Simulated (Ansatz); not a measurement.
Q: Name crystals whose computed values (LDA in the plane-wave PAW code Ansatz) fall in these windows: Θ_D (K) 410 to 560; B₀ by P(V) fit (GPa) 79 to 100.

A: 

| crystal | Θ_D (K) | B₀ by P(V) fit (GPa) |
|---|---|---|
| YAl2, cubic Laves (MgCu2 type) | 500 | 88.2 |
| AlP, zinc blende | 542 | 89.9 |
| YAl3, Cu3Au type | 531 | 85.0 |
| AlP, wurtzite | 532 | 89.8 |
| KZnF3, cubic perovskite | 442 | 95.4 |
Others may fit too.

Not the usual ambient phase: AlP, wurtzite. Standing as an ambient phase not checked: YAl2, cubic Laves (MgCu2 type); YAl3, Cu3Au type. All cells were relaxed under the symmetry of their starts (and spin orders); stability against distortions was not tested throughout. Rows with no word on spin ran without spin polarisation. Scalar-relativistic: spin–orbit coupling is off unless named, which matters more the heavier the elements.

Potentials: the later of the program's two PAW sets.
